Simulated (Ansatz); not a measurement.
Space group P6/mmm (No. 191). a = 4.956 Å, b = 4.956 Å, c = 4.024 Å, α = 90.00°, β = 90.00°, γ = 120.00°
```tsv
atom	site	symmetry	x	y	z
Y	1a	6/mmm	0.0000	0.0000	0.0000
Cu	3g	mmm	0.5000	0.0000	0.5000
Cu	2c	-6m2	0.3333	0.6667	0.0000
```

Equation of state of this YCu₅ structure (not necessarily the ground state), with shape and atoms relaxed at each volume where symmetry leaves them free. It has no gap at any of these volumes. Method: DFT PBEsol, scalar-relativistic, plane waves, PAW in Ansatz.

Cutoff 420 eV; k points 12×12×10 on the computed 6-atom cell (Γ-centred); Gaussian smearing, width 0.10 eV; no spin polarisation.

| V (Å³/atom) | E − E(largest V) (meV/atom) | P (GPa) |
| --- | --- | --- |
| 13.413 | 4.81 | 9.08 |
| 13.841 | -12.69 | 4.16 |
| 14.269 | -18.12 | 0.02 |
| 14.697 | -13.37 | -3.48 |
| 15.125 | 0.00 | -6.44 |

Task: Fit a third-order Birch–Murnaghan equation to E(V).

Result: V0 = 14.27 Å³/atom, B0 = 127 GPa, B0' = 4.6.